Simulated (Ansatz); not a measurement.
## Fields on a plane of SnO2 (rutile)

```yaml
crystal:
  lattice:
    - [4.82756, 0.00000, 0.00000]
    - [0.00000, 4.82756, 0.00000]
    - [0.00000, 0.00000, 3.23791]
  atoms:
    - { symbol: Sn, position: [0.00000, 0.00000, 0.00000] }
    - { symbol: Sn, position: [0.50000, 0.50000, 0.50000] }
    - { symbol: O, position: [0.30660, 0.30660, 0.00000] }
    - { symbol: O, position: [0.80660, 0.19340, 0.50000] }
    - { symbol: O, position: [0.19340, 0.80660, 0.50000] }
    - { symbol: O, position: [0.69340, 0.69340, 0.00000] }
```

The slice is a (-1 1 0) plane (indices of the conventional cell) through the point (0.307, 0.307, 0.000) (fractional), spanned by u = [001] and v = [110] in vectors of this cell: u (3.24 Å) and v (6.83 Å, at 90° to u). It covers one period; positions are fractions (u, v).

Atoms on it: Sn at (0.00, 0.69); Sn at (0.50, 0.19); O at (0.00, 0.00); O at (0.00, 0.39).

Computed with PBE (plane waves to 420 eV, PAW, scalar-relativistic; Ansatz, a first-principles code). k mesh 7×7×10. Inside the PAW spheres the values are not all-electron values, and peaks at nuclei hang on which shells count as valence. SnO2 was relaxed with its symmetry unable to fall. The PAW data are Ansatz's earlier set.

```
|xxxx999977441100001144779999xx|
|999999886633000000003366889999|
|999999774411000000001144779999|
|776655332200000000000022335566|
|222222111100000000000011112222|
|222222111100000000000011112222|
|001111221111000000001111221111|
|xx0000112211110000111122110000|
|xxxx001122111100001111221100xx|
|xxxx001122111100001111221100xx|
|xxxx001122111100001111221100xx|
|000011222211110000111122221100|
|111122221111000000001111222211|
|222222111100000000000011112222|
|333333221100000000000011223333|
|888877552200000000000022557788|
|999999775522000000002255779999|
|xx8899997733110000113377999988|
|xxxx999988441100001144889999xx|
|xxxx999988442211112244889999xx|
|xxxx999966332222222233669999xx|
|999999773322222222222233779999|
|888877442222111111112222447788|
|554433222211000000001122223344|
|111111222200xxxxxxxx0022221111|
|001111221100xxxxxxxx0011221111|
|22222222220000xxxx000022222222|
|666655222211000000001122225566|
|999988552222221111222222558899|
|889999884422222222222244889999|
|xxxx999977331111111133779999xx|
|xxxx889988442211112244889988xx|
```
Scale: ten equal steps from 0.01 (start of '0') to 0.81 (end of '9'), in the order '0123456789'. Values: electron localisation function (ELF). The map has 15 points along u (two characters each, u = 0 at the left) and 32 along v (v = 0 in the bottom row). Points within 0.4 Å of a nucleus are blanked (x), as the pseudised field means little there.

| v \ u | 0.00 | 0.13 | 0.27 | 0.40 | 0.53 | 0.67 | 0.80 | 0.93 |
|---|---|---|---|---|---|---|---|---|
| 0.88 | 0.015 | 0.021 | 0.016 | 0.008 | 0.006 | 0.012 | 0.020 | 0.017 |
| 0.75 | 0.039 | 0.071 | 0.071 | 0.024 | 0.016 | 0.044 | 0.084 | 0.049 |
| 0.62 | 0.050 | 0.077 | 0.068 | 0.023 | 0.015 | 0.042 | 0.084 | 0.058 |
| 0.50 | 0.016 | 0.020 | 0.014 | 0.007 | 0.006 | 0.010 | 0.018 | 0.018 |
| 0.38 | 0.181 | 0.170 | 0.013 | 0.020 | 0.029 | 0.010 | 0.065 | 0.209 |
| 0.25 | 0.017 | 0.021 | 0.061 | 0.057 | 0.043 | 0.068 | 0.038 | 0.016 |
| 0.12 | 0.021 | 0.017 | 0.052 | 0.063 | 0.054 | 0.066 | 0.030 | 0.018 |
| 0.00 | 0.173 | 0.182 | 0.016 | 0.015 | 0.022 | 0.008 | 0.074 | 0.211 |

Values: density of the lowest conduction band (whole band as if filled, smooth part) in e/Å³. 

Density on the Sn–O line (2.09 Å) at its midpoint: 0.58 e/Å³
ELF at that point: 0.26
Element round which the density of the highest valence band (whole band, smooth part) is largest on this plane: O
